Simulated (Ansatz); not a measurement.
Consider the following.

VInO4:
```yaml
crystal:
  lattice:
    - [2.86813, -4.27345, 0.00000]
    - [2.86813, 4.27345, 0.00000]
    - [0.00000, 0.00000, 6.64275]
  atoms:
    - { symbol: V, position: [0.64087, 0.35913, 0.25000] }
    - { symbol: V, position: [0.35913, 0.64087, 0.75000] }
    - { symbol: In, position: [0.00000, 0.00000, 0.50000] }
    - { symbol: In, position: [0.00000, 0.00000, 0.00000] }
    - { symbol: O, position: [0.24729, 0.75271, 0.54582] }
    - { symbol: O, position: [0.75271, 0.24729, 0.45418] }
    - { symbol: O, position: [0.75271, 0.24729, 0.04582] }
    - { symbol: O, position: [0.24729, 0.75271, 0.95418] }
    - { symbol: O, position: [0.73157, 0.78223, 0.75000] }
    - { symbol: O, position: [0.26843, 0.21777, 0.25000] }
    - { symbol: O, position: [0.78223, 0.73157, 0.25000] }
    - { symbol: O, position: [0.21777, 0.26843, 0.75000] }
```

This is the PBEsol-relaxed structure. x, y and z are the axes in which the lattice vectors are written.

All from PBEsol (plane waves, PAW; program Ansatz), unless another level is named. Give the gap with spin–orbit coupling.

3.13 eV.

Give the HSE06 gap on the PBEsol cell.

4.72 eV.

Predict the valence-band maximum.

at Y (k = 0.500, 0.500, 0.000 in fractions of the reciprocal vectors).

Space group Cmcm. The workflow started from a Materials Project entry (that database holds measured and hypothetical structures alike); the Crystallography Open Database files this formula in space group No. 63, but the cells were not matched. Its standing as an ambient phase is unchecked. The cell was relaxed with PBEsol under the symmetry of its start; whether a distortion lowers the energy is not shown. No spin polarisation was allowed. No Hubbard U is applied. Scalar-relativistic: spin–orbit coupling is off unless named, which matters more the heavier the elements.

Potentials: the later of the program's two PAW sets.
